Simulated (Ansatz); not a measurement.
LiCl (rock salt)

```
CELL_PARAMETERS angstrom
      0.00000     2.57520     2.57520
      2.57520     0.00000     2.57520
      2.57520     2.57520     0.00000
ATOMIC_POSITIONS crystal
  Cl 0.00000 0.00000 0.00000
  Li 0.50000 0.50000 0.50000
```

Method: PBE (plane waves to 420 eV, PAW, scalar-relativistic; Ansatz, an electronic-structure program). DFPT wavenumbers on a 10×10×10 k mesh, in cm⁻¹; i marks imaginary ones, q is in fractions of the reciprocal vectors of the cell shown, and the three acoustic modes at Γ are left out. The non-analytic (LO-TO) term is not included, so polar modes at Γ have their transverse values. LiCl was relaxed with its symmetry unable to fall.

Is the structure dynamically stable at Γ, L = (0.5, 0.0, 0.0), X = (0.5, 0.5, 0.0)?

No imaginary mode at these points (lowest 103 cm⁻¹ at L = (0.5, 0.0, 0.0)); other wave vectors were not tested.

List the wavenumbers at Γ, L = (0.5, 0.0, 0.0), X = (0.5, 0.5, 0.0), with degeneracies.


```
q                              wavenumbers (cm⁻¹)
-------------------  ----------------------------
Γ                                        167 (×3)
L = (0.5, 0.0, 0.0)  103 (×2), 185 (×2), 202, 387
X = (0.5, 0.5, 0.0)  127 (×2), 181 (×2), 190, 209
```
